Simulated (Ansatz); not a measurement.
Consider the following.

SiO2:
```cif
data_O6Si3
_chemical_formula_sum 'Si3 O6'
_space_group_name_H-M_alt 'P 1'
_space_group_IT_number 1
_cell_length_a 4.92009
_cell_length_b 4.92009
_cell_length_c 5.41601
_cell_angle_alpha 90.000
_cell_angle_beta 90.000
_cell_angle_gamma 120.000
loop_
_space_group_symop_operation_xyz
  'x, y, z'
loop_
_atom_site_label
_atom_site_type_symbol
_atom_site_fract_x
_atom_site_fract_y
_atom_site_fract_z
_atom_site_occupancy
Si1 Si 0.00000 0.46888 0.33333 1
Si2 Si 0.53112 0.53112 0.00000 1
Si3 Si 0.46888 0.00000 0.66667 1
O1 O 0.14394 0.73082 0.54889 1
O2 O 0.26918 0.41312 0.21556 1
O3 O 0.58688 0.85606 0.88222 1
O4 O 0.73082 0.14394 0.45111 1
O5 O 0.41312 0.26918 0.78444 1
O6 O 0.85606 0.58688 0.11778 1
```

This is the r²SCAN-relaxed structure.

Question: All from plane-wave PAW r²SCAN (Ansatz code), unless another level is named. Give the HSE06 gap on the r²SCAN cell.

Answer: 7.79 eV.

Question: What about the band gap?

Answer: 6.60 eV (indirect).

Question: What about the hole effective mass?

Answer: 1.5, 8.0, 8.0 mₑ (principal values).

Question: And the weight of the conduction-edge state by species (Voronoi cells)?

Answer: O 78 %, Si 22 %.

Question: Give the weight of the valence-edge state by species (Voronoi cells).

Answer: O 97 %, Si 3 %.

Space group P3_221. Symmetry was held in the r²SCAN relaxation; phonons on a q-mesh show no instability.

Potentials: the earlier of the program's two PAW sets.
